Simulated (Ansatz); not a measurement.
## Al: clamped-ion strain scan

These are results of DFT PBEsol, scalar-relativistic, plane waves, PAW (Ansatz), not measurements. The runs took a 420 eV cutoff, a Γ-centred 20×20×20 mesh and Gaussian smearing (0.15 eV). No spin polarisation. Energies are free energies at this smearing, counted from the undisturbed cell; pressure is positive in compression.

Reference structure (as given, not relaxed at this level; it stands at -1.9 GPa):

```
Al
1.0
     0.00000    2.02398    2.02398
     2.02398    0.00000    2.02398
     2.02398    2.02398    0.00000
Al
1
Direct
  0.00000 0.00000 0.00000
```

The cell is strained by ε times the Voigt pattern (0, 0, 0, 0, 1, 0) (xx, yy, zz, yz, xz, xy; engineering shear) with fractional coordinates fixed. The cell is metallic on the mesh throughout.

| ε | ΔE (meV/atom) |
| --- | --- |
| -0.1500 | 42.0 |
| -0.0750 | 9.0 |
| 0.0000 | 0.0 |
| 0.0187 | 0.5 |
| 0.0375 | 2.2 |
| 0.0562 | 5.0 |
| 0.0937 | 14.4 |
| 0.1125 | 21.7 |
| 0.1312 | 31.0 |

**Question.** Predict the pressure (GPa) at each point.

**Answer.**
| ε | pressure (GPa) |
| --- | --- |
| -0.1500 | 0.3 |
| -0.0750 | -1.4 |
| 0.0000 | -1.9 |
| 0.0187 | -1.9 |
| 0.0375 | -1.8 |
| 0.0562 | -1.6 |
| 0.0937 | -1.1 |
| 0.1125 | -0.7 |
| 0.1312 | -0.2 |